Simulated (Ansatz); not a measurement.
Consider the following.

C:
```xyz
16
Lattice="9.0531 0.0000 0.0000 0.0000 2.5160 0.0000 0.0000 0.0000 4.1408" Properties=species:S:1:pos:R:3 pbc="T T T"
C      7.3374     0.6290     2.8980
C      4.3399     0.6290     3.7615
C      6.2917     0.6290     1.7615
C      0.3311     0.6290     3.8566
C      6.2423     1.8870     0.8276
C      0.1866     1.8870     1.6911
C      7.2880     1.8870     3.8319
C      4.1955     1.8870     1.7862
C      1.7157     1.8870     1.2428
C      4.7132     1.8870     0.3793
C      2.7614     1.8870     2.3793
C      8.7220     1.8870     0.2842
C      2.8108     0.6290     3.3132
C      8.8665     0.6290     2.4497
C      1.7652     0.6290     0.3089
C      4.8576     0.6290     2.3546
```

This is the r²SCAN-relaxed structure. Cartesian axes are those of the cell as given.

Q: All from r²SCAN in the plane-wave PAW code Ansatz, unless another level is named. Give the hole effective mass.

A: 0.25, 0.74, 1.0 mₑ (principal values).

Q: What about the conduction-band minimum?

A: at U (k = 0.500, 0.000, 0.500).

Q: Next, the valence-band maximum?

A: at Γ.

Space group Pnma. The start of the workflow was typed in or built on a structure type; neither database checked (COD, Materials Project) lists it. It is not the phase usual at ambient conditions (space group No. 194, 227). The r²SCAN relaxation kept the symmetry of its start; whether a distortion lowers the energy is not shown.

Potentials: the earlier of the program's two PAW sets.

Edges and masses are those of Kohn–Sham bands, whose gap is no quasiparticle gap.
